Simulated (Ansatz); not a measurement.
The start is a randomly generated symmetric cell of ZrO2 (space group No. 134). The cell and all atomic positions are relaxed at zero pressure with PBE (plane waves to 420 eV, PAW, scalar-relativistic; Ansatz, a first-principles code). First-step values are on the input's coarse k-mesh.

Ansatz input (later rounds restart from its end on a renewed k-mesh):
Ansatz 0.2 input:
```yaml
crystal:
  lattice:
    - [5.3348338, 0, 0]
    - [0, 5.3348338, 0]
    - [0, 0, 2.474415]
  atoms:
    - { symbol: O, position: [0.75, 0.75, 0.75] }
    - { symbol: O, position: [0.25, 0.25, 0.75] }
    - { symbol: O, position: [0.75, 0.25, 0.25] }
    - { symbol: O, position: [0.25, 0.75, 0.25] }
    - { symbol: Zr, position: [0, 0, 0] }
    - { symbol: Zr, position: [0.5, 0.5, 0.5] }
basis: { ecutwfc: 420, ecutrho_ratio: 4, xc_grid: 2, fft_grid_basis: typed }
kpoints: { mp_grid: { grid: [5, 5, 9] } }
hamiltonian:
  xc: pbe
  dispersion: none
  pseudopotentials: { azcp: { folder: ./paw }, kind: paw }
scf: { occupations: { method: fermi_dirac, width: 0.05 } }
relax: { f_tol: 0.01, max_steps: 100, cell: { stress_tol: 0.02 } }
output: { forces: true, stress: true }
```

| Property | Result |
|---|---|
| Energy released | 0.99 eV/atom |
| Volume change | +35.4 %, from 11.74 to 15.89 Å³/atom |
| Shortest distances (start → end) | The closest pairs of elements (up to four, under 3.6 Å), start → end: O–Zr 1.99 → 1.98 Å; O–O 2.47 → 3.23 Å; Zr–Zr 2.47 → 3.96 Å |
| Optimiser moves | 33 |

Final values are on a 7×7×7 k-mesh of the relaxed cell. The start holds a very short contact (O–Zr 1.99 Å). No spin polarisation in the result.

The run could not lose the symmetry of its start; a randomly shaken copy of 12 atoms returns to this structure.

All atoms sit on sites fixed by symmetry, so only the cell could relax.

The relaxed structure here is a generated cell of ZrO2: the first start was made by a random draw of sites in a space group, and the end was not matched to a known phase here, so it may be hypothetical. Known forms of ZrO2 include space group No. 14, 137, 225.
